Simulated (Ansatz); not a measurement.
Data:

ZnCdTeSe:
```cif
data_Cd3Se3Te3Zn3
_chemical_formula_sum 'Zn3 Cd3 Te3 Se3'
_space_group_name_H-M_alt 'R3m :H'
_space_group_IT_number 160
_space_group_name_Hall 'R 3 -2"'
_cell_length_a 4.21761
_cell_length_b 4.21761
_cell_length_c 21.04648
_cell_angle_alpha 90.000
_cell_angle_beta 90.000
_cell_angle_gamma 120.000
loop_
_atom_site_label
_atom_site_type_symbol
_atom_site_symmetry_multiplicity
_atom_site_Wyckoff_symbol
_atom_site_fract_x
_atom_site_fract_y
_atom_site_fract_z
_atom_site_occupancy
Zn1 Zn 3 a 0.00000 0.00000 0.36970 1
Cd1 Cd 3 a 0.00000 0.00000 0.88248 1
Te1 Te 3 a 0.00000 0.00000 0.49263 1
Se1 Se 3 a 0.00000 0.00000 0.00521 1
```
(The calculation used a cell of 4 atoms; values per cell refer to that cell.)

This is the LDA-relaxed structure.

### Question
All from LDA in the plane-wave PAW code Ansatz, unless another level is named. Give the electronic character.

### Answer
no gap, with almost no states at the Fermi level (zero-gap or semimetallic).

### Question
Predict the formation energy from the elements (no fitted shifts).

### Answer
-0.41 eV/atom.

The workflow started from a Materials Project entry (that database holds measured and hypothetical structures alike); the Crystallography Open Database copy checked does not list it. Whether it is the stable phase at ambient conditions was not checked. Symmetry was held in the LDA relaxation; of distortions, only those at the zone centre were tested. The references are the lowest solids computed at this level, not always the standard phases. Spin–orbit coupling is left out wherever it is not named.

Potentials: the later of the program's two PAW sets.
